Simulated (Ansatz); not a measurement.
Total density of states per atom from DFT-LDA in the program Ansatz with PAW potentials, in 0.25 eV bins, energy from the valence-band maximum:

```tsv
E (eV)	states/eV/atom
-7.87	0.00
-7.62	0.00
-7.37	0.00
-7.12	0.00
-6.87	1.16
-6.62	0.54
-6.37	0.70
-6.12	3.59
-5.87	5.26
-5.62	4.67
-5.37	1.23
-5.12	0.00
-4.87	0.00
-4.62	0.00
-4.37	0.31
-4.12	1.50
-3.87	0.64
-3.62	0.45
-3.37	0.53
-3.12	0.00
-2.87	0.01
-2.62	0.67
-2.37	0.70
-2.12	0.82
-1.87	0.69
-1.62	0.78
-1.37	0.96
-1.12	1.07
-0.87	1.16
-0.62	1.30
-0.37	1.16
-0.12	0.97
0.13	0.00
0.38	0.00
0.63	0.00
0.88	0.00
1.13	0.00
1.38	0.00
1.63	0.05
1.88	0.16
2.13	0.39
2.38	0.61
2.63	0.49
2.88	0.59
3.13	0.78
3.38	0.37
3.63	0.09
3.88	0.15
4.13	0.31
4.38	0.41
4.63	0.43
4.88	0.29
5.13	0.37
5.38	0.89
5.63	0.60
5.88	0.89
6.13	0.69
6.38	0.51
```

Question: Which of these materials gives this?
A. Hg3Te2Br2, I2_13 (Hg on 12b, Te on 8a, Br on 8a)
B. ZrSi, Cmcm (Si on 4c, Zr on 4c)
C. As, A7 (α-As type)
D. HfO2, P4_2/nmc (Hf on 2a, O on 4d)

Answer: A, Hg3Te2Br2, I2_13 (Hg on 12b, Te on 8a, Br on 8a). Top 1 eV of the valence band: Br 4p 53 %, Te 5p 35 %, Hg 5d 5 %. Bottom 1 eV of the conduction band: Te 5p 42 %, Hg 6s 37 %, Br 4p 5 %, outside the projected shells 12 %. Projections are on Löwdin-orthogonalised atomic valence shells; empty p or d shells of many metals are not among them.

The first step of the workflow began from a Materials Project structure, measured or hypothetical; the Crystallography Open Database files this formula in space group No. 199, but the cells were not matched. Whether it is the stable phase at ambient conditions was not checked. The cell was relaxed with LDA under the symmetry of its start; whether a distortion lowers the energy is not shown. Scalar-relativistic: spin–orbit coupling is off unless named, which matters more the heavier the elements.

Potentials: the later of the program's two PAW sets.
